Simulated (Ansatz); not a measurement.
Relaxed-ion elastic tensor of ZnO in space group P6_3mc (No. 186; Zn on 2a, Zn on 2b, O on 2a, O on 2b) in GPa (Voigt order), LDA in the plane-wave PAW code Ansatz; density 5.97 g/cm³, 11.32 Å³ per atom.

```
     1    2    3     4     5     6
-  ---  ---  ---  ----  ----  ----
1  222  142  120   0.0   0.0   0.0
2  142  222  120   0.0   0.0   0.0
3  120  120  246   0.0   0.0   0.0
4  0.0  0.0  0.0  36.8   0.0   0.0
5  0.0  0.0  0.0   0.0  36.8   0.0
6  0.0  0.0  0.0   0.0   0.0  39.6
```

Problem. Is the crystal mechanically stable?

Solution. Yes: the smallest eigenvalue of C is 36.8 GPa.

Problem. Work out the Voigt, Reuss and Hill averages.

Solution. K_V = 161, K_R = 161, K_H = 161; G_V = 43.2, G_R = 41.4, G_H = 42.3 GPa.

Problem. Give Young's modulus, Poisson's ratio, Pugh's ratio and the universal anisotropy index.

Solution. E = 9KG/(3K + G) = 117 GPa; ν = 0.38; K/G = 3.82 (ductile by the Pugh limit of 1.75); A_U = 5G_V/G_R + K_V/K_R − 6 = 0.21.

Problem. Estimate the sound speeds and the Debye temperature.

Solution. v_l = √((K + 4G/3)/ρ) = 6040 m/s, v_t = √(G/ρ) = 2660 m/s, mean 3000 m/s; Θ = (h/k)(3n/4πV)^(1/3) v_m = 398 K.

Problem. How much does each axis shrink under pressure?

Solution. Linear compressibilities β_i = Σ_j S_ij (j = 1 to 3): x 2.1, y 2.1, z 2.0 per TPa.

The cell is a constructed one: a structure type filled with these elements. Its sites differ from those of the usual phase in this space group: another stacking or structure type. Symmetry was held in the LDA relaxation; its stability against distortions is not shown here.

Potentials: the later of the program's two PAW sets.
